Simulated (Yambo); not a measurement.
G0W0@PBEsol for CdZnS2 (space group P3m1, No. 156) in Yambo. Reference settings: 3×3×2 Γ-centred k mesh, bands 9 to 179 and a 8 Ry block in the screening, 179 bands in G with the Bruneval-Gonze terminator, plasmon pole fitted at 27.2 eV. The PBEsol gap Γ → Γ on this mesh is 1.33 eV; G0W0 gaps are taken between the same points.

The settings were changed. The gap went from 2.53 eV to 2.41 eV, and the shift of the valence edge from -0.85 eV to -0.35 eV.

Q: Name the change that produced these shifts.
A) 71 bands in G, no terminator
B) no terminator
C) 71 bands in W, 71 bands in G
D) 3×3×1 mesh

A: A, 71 bands in G, no terminator. The others gave (gap, valence shift): 3×3×1 mesh: 2.39, -0.72 eV; no terminator: 2.49, -0.73 eV; 71 bands in W, 71 bands in G: 2.61, -0.63 eV.

Spin-orbit coupling is not included.

Geometry relaxed with PBEsol; primitive cell a = b = 3.936 Å, c = 6.518 Å, α = β = 90.00°, γ = 120.00°.

The structure is a Materials Project entry; no match was found in the copy of COD used, and its stability was not checked.

A shift is the quasiparticle energy of the state minus its PBEsol energy.
